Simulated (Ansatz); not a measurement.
CoGe:
```cif
data_Co8Ge8
_chemical_formula_sum 'Co8 Ge8'
_space_group_name_H-M_alt 'C2/m'
_space_group_IT_number 12
_space_group_name_Hall '-C 2y'
_cell_length_a 11.60834
_cell_length_b 3.71554
_cell_length_c 4.87180
_cell_angle_alpha 90.000
_cell_angle_beta 99.331
_cell_angle_gamma 90.000
loop_
_atom_site_label
_atom_site_type_symbol
_atom_site_symmetry_multiplicity
_atom_site_Wyckoff_symbol
_atom_site_fract_x
_atom_site_fract_y
_atom_site_fract_z
_atom_site_occupancy
Co1 Co 2 a 0.00000 0.00000 0.00000 1
Co2 Co 2 c 0.50000 0.50000 0.50000 1
Co3 Co 4 i 0.19550 0.00000 0.32518 1
Ge1 Ge 4 i 0.31624 0.50000 0.18210 1
Ge2 Ge 4 i 0.06907 0.50000 0.28051 1
```
(The calculation used a cell of 8 atoms; values per cell refer to that cell.)

Relaxed at zero pressure with the program Ansatz at the r²SCAN level (PAW).

Problem. The volume is raised by 6 % and shape and atoms relax at that volume. What pressure results, and how do the axes share the change?

Solution. -8.4 GPa; a 2.7 %, b 1.5 %, c 1.6 %; the energy rises by 22 meV/atom.

Problem. Give the new structure.

Solution. 
Space group C2/m (No. 12); a = 11.9170 Å, b = 3.7698 Å, c = 4.9488 Å, α = 90.00°, β = 98.66°, γ = 90.00°

```tsv
atom	site	symmetry	x	y	z
Co	2a	2/m	0.0000	0.0000	0.0000
Co	2c	2/m	0.5000	0.5000	0.5000
Co	4i	m	0.1923	0.0000	0.3218
Ge	4i	m	0.1831	0.0000	0.8129
Ge	4i	m	0.0673	0.5000	0.2776
```

The phase is kept; no other phase was compared at this pressure.

The workflow started from a Materials Project entry (that database holds measured and hypothetical structures alike); the Crystallography Open Database copy checked does not list it. Its standing as an ambient phase is unchecked. Symmetry was held in the r²SCAN relaxation; whether a distortion lowers the energy is not shown. No spin polarisation was allowed.

Potentials: the later of the program's two PAW sets.
